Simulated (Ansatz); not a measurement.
# Bi$_{2}$Rh, a known structure type with other elements, at an estimated volume

```xyz
6
Lattice="-3.7804 3.7804 3.2619 3.7804 -3.7804 3.2619 3.7804 3.7804 -3.2619" Properties=species:S:1:pos:R:3 pbc="T T T"
Rh    0.0000    0.0000    1.6310
Rh    0.0000    0.0000    4.8929
Bi    1.2604    5.0408    0.0000
Bi    2.5200    1.2604    0.0000
Bi    2.5200   -1.2604    3.2619
Bi    1.2604    2.5200    3.2619
```

Single point in Ansatz 0.2.0 with r2SCAN, no spin polarisation. Cutoff 500 eV, PAW datasets, 5×5×5 Γ-centred k mesh, tetrahedron filling.

Question: What do density and ELF say about some of the short contacts?

Answer: Rh–Bi at 3.26 Å: least valence density 0.17 e/Å³ and ELF 0.27 there. Rh–Rh at 3.26 Å: least valence density 0.14 e/Å³ and ELF 0.22 there. Bi–Bi at 3.56 Å: least valence density 0.14 e/Å³ and ELF 0.41 there. Both are smooth PAW fields, read partly inside the augmentation spheres.

Question: Which atom feels the largest force, and which way?

Answer: The largest is on Bi3 (and as large on other atoms): 0.43 eV/Å, components (0.31, 0.31, 0.00). It makes 74° with the line to a nearest neighbour, Rh2 at 3.26 Å.

Question: What happens at the Fermi level?

Answer: It is a metal, with about 5.8 states/eV a cell as the mean within 0.25 eV of the Fermi level, mostly Rh d (48 %) and Bi p (45 %).

Question: Is it stable against the elements?

Answer: 0.43 eV an atom against the elements' usual phases (free molecules for gases, crystals otherwise, with no correction for O₂ or N₂), so at this geometry it isn't bound against them. Relaxing would lower it.

Question: How is the charge shared?

Answer: Bader charges in e: Bi +0.19, Rh -0.38. In the mean Bi gives up most and Rh takes most.

Question: What does the stress say?

Answer: The pressure is -14.4 GPa (compression positive), so with the atoms held at these fractions the cell would first shrink. The principal stresses -14.8, -14.8, -13.6 GPa differ, so its shape would change too.

Origin: a known structure type with other elements, at an estimated volume, so it need not be a known compound. Caveats: empty levels are not fully converged; forces and stress under tetrahedra may miss the slope of the energy.
